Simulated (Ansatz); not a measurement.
**SnO₂: computed property card**

SnO₂:
```
SnO2
1.0
   -1.99954     1.99954     5.10208
    1.99954    -1.99954     5.10208
    1.99954     1.99954    -5.10208
Sn O
2 4
Direct
  0.75000   0.25000   0.50000
  0.00000   0.00000   0.00000
  0.79637   0.79637   0.00000
  0.54637   0.04637   0.50000
  0.95363   0.45363   0.50000
  0.20363   0.20363   0.00000
```

Space group I4_1/amd (No. 141), anatase; conventional cell a = b = 3.9991 Å, c = 10.2042 Å, α = β = γ = 90.00°.

Method: the program Ansatz at the r²SCAN level (PAW). The cell and atoms are relaxed at this level. Other levels are named where they apply.

### Cell and energy

```
Item                                                            Value
-----------------------------------------------------  --------------
Volume per atom                                              13.60 Å³
Density                                                    6.13 g/cm³
Formation energy from the elements (no fitted shifts)  -1756 meV/atom
```

### Electronic structure

```
Quantity                                                                                                                               Value
------------------------------------------------  ------------------------------------------------------------------------------------------
Band gap                                                                                                                  2.33 eV (indirect)
Valence-band maximum                              off the standard path, at k = (0.229, 0.229, 0.250) in fractions of the reciprocal vectors
Conduction-band minimum                                                                                                                 at Γ
Smallest direct gap on the standard path                                                                                             2.74 eV
Electron effective mass                                                                               0.23, 0.25, 0.25 mₑ (principal values)
Electron effective mass with spin–orbit coupling                                                      0.23, 0.25, 0.25 mₑ (principal values)
Hole effective mass                                                                                      2.1, 2.7, 8.6 mₑ (principal values)
Hole effective mass with spin–orbit coupling                                                             3.2, 6.0, 6.0 mₑ (principal values)
Gap with spin–orbit coupling                                                                                                         2.33 eV
```

### Mechanics

```
Property                             Result
----------------------------------  -------
Bulk modulus (Birch–Murnaghan fit)  161 GPa
Pressure derivative B′                  3.7
```

### Charges

```
Quantity                    Result
-------------  -------------------
Bader charges  Sn +2.62, O -1.31 e
```

The first step of the workflow began from a Materials Project structure, measured or hypothetical; the Crystallography Open Database copy checked does not list it. It is not the phase usual at ambient conditions (space group No. 136). The r²SCAN relaxation kept the symmetry of its start; whether a distortion lowers the energy is not shown. The references are the lowest solids computed at this level, not always the standard phases (solids in place of the gases). Spin–orbit coupling is left out wherever it is not named.

Potentials: the later of the program's two PAW sets.
